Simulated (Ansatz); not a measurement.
NbPd in space group R-3m (No. 166; Nb on 3a, Pd on 3b) at seven volumes, PBE in the plane-wave PAW code Ansatz, shape and atoms relaxed at each. One row is withheld.

| V (Å³/atom) | P (GPa) |
|---|---|
| 15.092 | 20.70 |
| 15.589 | 12.62 |
| 16.087 | 5.78 |
| 16.584 | -0.01 |
| 17.082 | -4.90 |
| 17.580 | -9.04 |
| 18.077 | ? |

Fit the shown pressures and predict the withheld one.

Third-order Birch–Murnaghan: P = (3/2)B₀(x^(7/2) − x^(5/2))[1 + (3/4)(B′ − 4)(x − 1)] with x = (V₀/V)^(2/3). Least squares on the six rows gives V₀ = 16.584 Å³/atom, B₀ = 177.1 GPa, B′ = 4.56. At V = 18.077, x = 0.9442 and P = -12.55 GPa. The run itself gave -12.53 GPa.

The first step of the workflow began from a Materials Project structure, measured or hypothetical; the Crystallography Open Database copy checked does not list it. With Nb and Pd taken as one species the cell has the higher symmetry Fm-3m, so it may be an ordered model of a mixed-site phase. Its standing as an ambient phase is unchecked. The cell was relaxed with PBE under the symmetry of its start; its stability against distortions is not shown here. No spin polarisation was allowed.

Potentials: the later of the program's two PAW sets.
